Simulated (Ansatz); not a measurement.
CrO2 (rutile, space group No. 136), PBEsol in the plane-wave PAW code Ansatz, all energies at zero smearing, with the estimated change up to a 700 eV cutoff added, with one set of potentials and settings (totals compare only within such a set). Cell of 6 atoms (2 Cr, 4 O): -8943.384 eV.

| element | reference phase | E (eV/atom) |
|---|---|---|
| Cr | Im-3m, 1 atoms in the cell | -3349.1978 |
| O | C2/m, 4 atoms in the cell, spin-polarised | -558.3554 |

Formation energy per atom, worked out: (-8943.384 − 2×(-3349.1978) − 4×(-558.3554))/6 = -1.928 eV/atom (-186 kJ per mol of atoms), at 0 K, without zero-point energy or fitted corrections.

Space group P4_2/mnm (rutile). Symmetry was held in the PBEsol relaxation. Magnetic state: ferromagnetic, chosen from 5 collinear starts compared on coarse meshes (ties went to the first, and starts can fall back to one state), not a proven ground state. Textbook magnetic order: ferromagnetic. No Hubbard U is applied. The references are the lowest solids computed at this level, not always the standard phases (solids in place of the gases).

Potentials: the later of the program's two PAW sets.
